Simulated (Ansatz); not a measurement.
MgCo$_{4}$Ge$_{6}$:
```cif
data_Co8Ge12Mg2
_chemical_formula_sum 'Mg2 Co8 Ge12'
_space_group_name_H-M_alt 'I-42m'
_space_group_IT_number 121
_space_group_name_Hall 'I -4 2'
_cell_length_a 6.10206
_cell_length_b 6.10206
_cell_length_c 8.59639
_cell_angle_alpha 90.000
_cell_angle_beta 90.000
_cell_angle_gamma 90.000
loop_
_atom_site_label
_atom_site_type_symbol
_atom_site_symmetry_multiplicity
_atom_site_Wyckoff_symbol
_atom_site_fract_x
_atom_site_fract_y
_atom_site_fract_z
_atom_site_occupancy
Mg1 Mg 2 a 0.00000 0.00000 0.00000 1
Co1 Co 8 i 0.31913 0.31913 0.07865 1
Ge1 Ge 8 i 0.16582 0.16582 0.29435 1
Ge2 Ge 4 c 0.00000 0.50000 0.00000 1
```
(The calculation used a cell of 11 atoms; values per cell refer to that cell.)

Relaxed with r²SCAN.

Problem. Which orbitals make up the states near the Fermi level in r²SCAN (plane waves, PAW; program Ansatz)?

Solution. Within 0.5 eV of the Fermi level: Co 3d 61 %, Ge 4p 29 %. Projections are on Löwdin-orthogonalised atomic valence shells; empty p or d shells of many metals are not among them.

Problem. Tabulate the density of states.

Solution. States/eV per cell of 11 atoms, in 0.25 eV bins, energy from the Fermi level.

```
E (eV)  total  Co 3d  Ge 4p  Ge 4s
------  -----  -----  -----  -----
-7.85    3.40   0.55   0.50   2.25
-7.60    0.98   0.20   0.12   0.64
-7.35    0.43   0.11   0.03   0.29
-7.10    0.03   0.00   0.02   0.00
-6.85    0.33   0.02   0.23   0.02
-6.60    0.64   0.05   0.43   0.04
-6.35    2.37   0.25   1.60   0.15
-6.10    3.61   0.50   2.38   0.27
-5.85    2.39   0.41   1.56   0.17
-5.60    3.71   0.76   2.32   0.29
-5.35    3.67   0.83   2.19   0.32
-5.10    5.04   1.33   2.87   0.43
-4.85    5.04   1.58   2.73   0.37
-4.60    3.93   1.34   2.14   0.21
-4.35    6.64   2.57   3.56   0.22
-4.10    7.01   3.05   3.45   0.20
-3.85    5.85   2.94   2.48   0.19
-3.60    7.42   3.76   3.04   0.25
-3.35    8.62   4.68   3.22   0.31
-3.10    7.36   4.26   2.50   0.25
-2.85    8.42   5.41   2.35   0.22
-2.60   13.35   9.67   2.87   0.25
-2.35   15.84  11.81   3.07   0.28
-2.10   13.22  10.51   1.95   0.27
-1.85   20.72  17.20   2.78   0.16
-1.60   19.35  16.44   2.10   0.17
-1.35   15.43  12.69   1.90   0.20
-1.10    7.24   5.43   1.34   0.13
-0.85    4.70   3.33   0.96   0.12
-0.60    2.86   2.06   0.59   0.07
-0.35    2.94   1.99   0.74   0.08
-0.10    2.50   1.48   0.77   0.10
0.15     3.57   2.25   1.00   0.16
0.40     5.01   2.79   1.65   0.32
0.65     5.06   2.51   1.96   0.36
0.90     5.09   2.31   1.97   0.54
1.15     6.37   2.63   2.44   0.85
1.40     5.30   1.92   2.18   0.68
1.65     3.53   1.10   1.65   0.42
1.90     4.33   1.27   1.88   0.58
2.15     4.20   1.03   1.84   0.58
2.40     5.56   1.33   2.62   0.71
2.65     3.78   0.83   1.99   0.41
2.90     6.24   1.22   3.19   0.62
3.15     4.26   0.75   2.30   0.37
3.40     4.70   0.77   2.71   0.33
3.65     4.35   0.64   2.49   0.29
3.90     4.57   0.61   2.55   0.27
4.15     5.07   0.60   2.94   0.26
4.40     4.11   0.45   2.51   0.18
4.65     3.87   0.39   2.38   0.14
4.90     4.48   0.43   2.63   0.17
```

The first step of the workflow began from a Materials Project structure, measured or hypothetical; the Crystallography Open Database copy checked does not list it. Its standing as an ambient phase is unchecked. The r²SCAN relaxation kept the symmetry of its start; whether a distortion lowers the energy is not shown. The run is not spin-polarised. Scalar-relativistic: spin–orbit coupling is off unless named, which matters more the heavier the elements.

Potentials: the earlier of the program's two PAW sets.
